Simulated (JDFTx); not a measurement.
System: ZnCu(100) (Pm-3m bulk; lattice of mp-987, not re-optimised at this level), 1x1 cell of 5 atoms in 5 planes (Zn outermost, slab composition Zn3Cu2), area 8.53 Å² a face, 5.9 Å between the outermost planes in a cell 21.8 Å high; k mesh 8×8×1, Fermi width 0.01 Ha, no spin polarisation. Whether this polymorph is the ambient one wasn't checked.

Method: PBE, GBRV ultrasoft potentials, plane waves to 20/100 Ha, in a modified build of JDFTx. Liquid on both sides: CANDLE, water, 0.5 M KF; nuclei fixed. On the negative side CANDLE's cavity feels the periodic box, so those points shift with the cell height.

Charging data:

```tsv
U − U_pzc (V)	σ (μC/cm²)
-0.51	-22.86
-0.16	-3.13
0.00	0.00
0.29	4.22
0.49	7.20
0.55	8.00
0.69	10.29
```

A calculation by hand: a check of Lippmann's equation. The grand free energy per area against the neutral slab, Δγ = [F(N) − F(N₀) − μ(N − N₀)]/2A, is taken from the total energies of the same runs.

```tsv
U − U_pzc (V)	Δγ (mJ/m²)
-0.51	-49.1
-0.16	-2.1
0.00	0.0
0.29	-6.1
0.49	-17.6
0.55	-21.6
0.69	-35.0
```

Δγ is largest at zero charge and falls away from it, as dγ/dU = −σ demands. At 0.69 V the computed -35.0 mJ/m² stands beside -35.7 mJ/m² from the constant-capacitance formula.
